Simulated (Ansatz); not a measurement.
A geometry of CdAu away from equilibrium: step 2 of the relaxation of a relaxed CdAu cell, doubled along one cell vector, shaken by Gaussian noise of σ = 0.08 Å a coordinate. Level of theory: PBE (plane waves to 420 eV, PAW, scalar-relativistic; Ansatz, an electronic-structure program). Γ-centred k-mesh 11×6×7 on the run's cell (coarser than for final values), Fermi–Dirac smearing 0.05 eV.

```
CdAu
1.0
    1.56355    -5.53212     0.01247
    3.16520    11.07495    -0.01857
    0.00469    -0.00900     4.57876
Au Cd
4 4
Cartesian
  1.54599  -0.79085   3.38767
  3.18104   4.66578   3.39213
  1.57435   0.94201   1.07492
  3.16418   6.42707   1.07250
  1.58058  -3.71707   3.41783
  3.16681   1.76379   3.36051
  1.63244   3.87898   1.05540
  3.11488   9.34525   1.05682
```

Problem. Which atoms carry the largest force, and which way does it point?

Solution. 0.47 eV/Å, on Cd7 (atoms numbered as listed); on Cd7 its components are (-0.38, -0.22, 0.17).

Problem. What is the pressure?

Solution. +0.4 GPa, compression positive.

Problem. How far above the relaxed end point is this geometry?

Solution. 0.01 eV/atom; the path ends in P2₁/m (No. 11) at a tolerance of 0.01 Å, Cmcm (No. 63) at 0.1 Å.

No spin polarisation in the result.

The end of the path is a generated cell of CdAu: the first start was made by placing the elements on the sites of a structure type, and the end was not matched to a known phase here, so it may be hypothetical.
